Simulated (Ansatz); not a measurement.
All numbers below come from DFT PBE, scalar-relativistic, plane waves, PAW (Ansatz 0.2.0). Settings: cutoff 420 eV, Γ-centred meshes spaced at most about 0.3 Å⁻¹, and about 0.25 Å⁻¹ or finer for metals (2π included), Gaussian smearing. Collinear spin in cells that started with moments and kept them past the coarse steps, no spin elsewhere.

Energies over the elements count from the elements' standard structures at the same level (N₂ as a molecule), with no fitted energy shifts.

A relaxed structure of CrCoC4N4 has 17.77 Å³/atom, +0.37 eV/atom against the elements, no gap on its mesh, a net moment of 0.10 μB/atom:

```xyz
10
Lattice="5.6225 0.0000 0.0000 0.0000 5.6225 0.0000 0.0000 0.0000 5.6225" Properties=species:S:1:pos:R:3 pbc="T T T"
Cr    2.8112    2.8112    2.8112
Co    0.0000    0.0000    0.0000
C     1.0513    1.0513    1.0513
C     1.0513    4.5711    4.5711
C     4.5711    1.0513    4.5711
C     4.5711    4.5711    1.0513
N     1.7409    1.7409    1.7409
N     1.7409    3.8816    3.8816
N     3.8816    1.7409    3.8816
N     3.8816    3.8816    1.7409
```

Problem. Predict cell, energy and gap of CrAgC4N4 with the same space group and Wyckoff sites.

Solution. CrAgC4N4 has a = 6.055 Å: 22.20 Å³/atom, +0.55 eV/atom against the elements, no gap on its mesh, a net moment of 0.30 μB/atom. The volume per atom changes by +24.9 % and the formation energy by +0.17 eV/atom (from unrounded values). Covalent radii: Co 1.26 Å, Ag 1.45 Å; electronegativities 1.88 and 1.93. The cell follows the size of the atom. Cr has 4 N at 1.91 Å; Ag has 4 C at 2.15 Å; C is surrounded by 1 N at 1.18 Å and 1 Ag at 2.15 Å; N has 1 C at 1.18 Å and 1 Cr at 1.91 Å.

```cif
data_structure
_symmetry_space_group_name_H-M 'P-43m'
_symmetry_Int_Tables_number 215
_cell_length_a 6.0550
_cell_length_b 6.0550
_cell_length_c 6.0550
_cell_angle_alpha 90.000
_cell_angle_beta 90.000
_cell_angle_gamma 90.000
_cell_volume 221.99
loop_
_atom_site_label
_atom_site_type_symbol
_atom_site_symmetry_multiplicity
_atom_site_Wyckoff_symbol
_atom_site_fract_x
_atom_site_fract_y
_atom_site_fract_z
_atom_site_occupancy
Cr1 Cr 1 b 0.50000 0.50000 0.50000 1
Ag1 Ag 1 a 0.00000 0.00000 0.00000 1
C1 C 4 e 0.20515 0.20515 0.20515 1
N1 N 4 e 0.31770 0.31770 0.31770 1
```

The two cells were relaxed from separate starts that ended on the same group and sites; neither need be the stable form of its compound. In such compounds of Co and Cr a zero gap at this level may well be an artefact, since no Hubbard U is applied. The reference form of C is held partly by dispersion forces, which this level lacks. The magnetic state reached may not be the lowest. Cells relaxed within their symmetry can be saddle points. Some candidate types were left out of the draw beforehand, so a known form may be missing.
